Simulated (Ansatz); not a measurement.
**NbReSi: do energies and stresses tell the same story?**

Method: Ansatz 0.2.0, DFT r2SCAN, scalar-relativistic, plane waves, PAW.

Plane waves to 500 eV, a k mesh through Γ of 6×6×12 on the computed 9-atom cell and Gaussian smearing (0.10 eV); no spin polarisation.

Relaxed cell: P-62m, a = 6.829 Å, b = 6.829 Å, c = 3.308 Å, α = 90.00°, β = 90.00°, γ = 120.00°, 9 atoms in the primitive cell. Whether it is the stable form of this composition wasn't checked.

Energies at zero smearing and pressures from the stress tensor, at volumes with shape and atoms relaxed:
| V (Å³/atom) | E − E(first) (meV/atom) | P (GPa) |
| --- | --- | --- |
| 13.065 | 0.00 | 43.46 |
| 13.511 | -101.51 | 29.90 |
| 13.956 | -168.08 | 18.31 |
| 14.402 | -204.80 | 8.41 |
| 14.847 | -216.07 | -0.04 |
| 15.293 | -205.62 | -7.25 |
| 15.738 | -176.62 | -13.39 |
| 16.332 | -113.85 | -20.16 |

Question: Check P = −dE/dV between neighbouring volumes, and get the bulk modulus from the pressures alone.

Answer: With 1 eV/Å³ = 160.2 GPa:
| middle V (Å³/atom) | −ΔE/ΔV (GPa) | mean P (GPa) |
| --- | --- | --- |
| 13.288 | 36.515 | 36.681 |
| 13.734 | 23.945 | 24.105 |
| 14.179 | 13.210 | 13.360 |
| 14.624 | 4.054 | 4.186 |
| 15.070 | -3.762 | -3.643 |
| 15.515 | -10.430 | -10.316 |
| 16.035 | -16.933 | -16.775 |

The two differ by 0.17 GPa at most. The mean of two end pressures misses the average over a step by about ΔV² P″/12, up to 0.18 GPa here; with that taken off 0.03 GPa remains. The stress is the derivative of the free energy, not of the energy at zero smearing, and with free energies 0.01 GPa remains. Around V = 14.847 Å³/atom, the two neighbours give B = −V ΔP/ΔV = 14.847 × 15.66 / 0.891 = 260.9 GPa, against B0 = 259.8 GPa from the Birch–Murnaghan fit of the energies.

Spin–orbit coupling is left out, which can shift energies with elements as heavy as these.

Cost: 9 runs of about 41 core-minutes in all, on Oxide Virtual Turin-like Processor (Zen 5) (shared hosts).